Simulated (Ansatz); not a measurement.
## Structures of Pd2Au: which is lowest?

Plane-wave DFT in Ansatz with scalar-relativistic PAW potentials, cutoff 420 eV, Γ-centred meshes chosen by cell and gap, Gaussian smearing with energies taken to zero width. Every cell was relaxed (cell and atoms) in a run of its own, within the symmetry of its start. Functional: PBE.

Relaxed structures (starts from databases or built by putting these elements on another compound's sites):
A. P6/mmm, 3 atoms in the computed cell, a = 4.560 Å, c = 2.738 Å; sites (symmetry × multiplicity) Pd -6m2 × 2, Au 6/mmm × 1; start: built
B. P4/nmm, 6 atoms in the computed cell, a = 3.872 Å, c = 6.875 Å; sites (symmetry × multiplicity) Pd -4m2 × 2 + 4mm × 2, Au 4mm × 2; start: built

Rank them by energy. Could pressure change the order?

| structure | group | E − E(lowest) (meV/atom) | V (Å³/atom) | gap on mesh (eV) |
| --- | --- | --- | --- | --- |
| A | P6/mmm | 0.0 | 16.43 | 0.00 |
| B | P4/nmm | 80 | 17.18 | 0.00 |

A is lowest, 80 meV/atom under B. The lowest is also the densest of these, so pressure wouldn't bring one of the others in at first order. Other structures may lie lower than all of these, and vibrations aren't counted.

Spin-orbit coupling is left out, which matters for the bands of heavy elements.